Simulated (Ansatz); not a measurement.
## How far is PAW off for Ge?

```xyz
2
Lattice="0.0000 2.8288 2.8571 2.8288 0.0000 2.8571 2.8288 2.8288 0.0000" Properties=species:S:1:pos:R:3 pbc="T T T"
Ge    2.8288    2.8288    2.8571
Ge    4.2432    4.2432    4.2856
```

Atom numbers follow the list: Ge1, Ge2.

The structure is an experimental refinement, used without relaxation. The listed cell was then made from it by scaling, straining or moving an atom.

All numbers are computed: DFT, LDA, PAW with Ansatz's default frozen-core files, scalar-relativistic (Ansatz 0.2.0); DFT, LDA, all-electron PAW with datasets made for the crystal, scalar-relativistic (Ansatz 0.2.0); DFT, LDA, all-electron LAPW, scalar-relativistic (Ansatz 0.2.0).

For PAW: a Γ-centred 10×10×10 k mesh, Fermi–Dirac smearing of 0.05 eV, cutoff 420 eV, no spin polarisation; the PAW files were made with PBE, and the program remakes their frozen cores for this functional. The crystal-made all-electron datasets (AE datasets) take a cutoff of 140 eV at this cell. LAPW targets a basis error of 0.25 meV/atom. The Ansatz runs share mesh, smearing and spin set-up. Plane-wave (PAW) pressures include the program's estimate of the Pulay term.

Stress and pressure are positive in compression.

```tsv
quantity	PAW	AE datasets	LAPW
pressure (GPa)	-1.92	-1.90	-1.90
stress xx (GPa)	-1.68	-1.66	-1.66
stress zz (GPa)	-2.40	-2.38	-2.38
```

PAW's pressure differs from the LAPW value by -0.02 GPa.
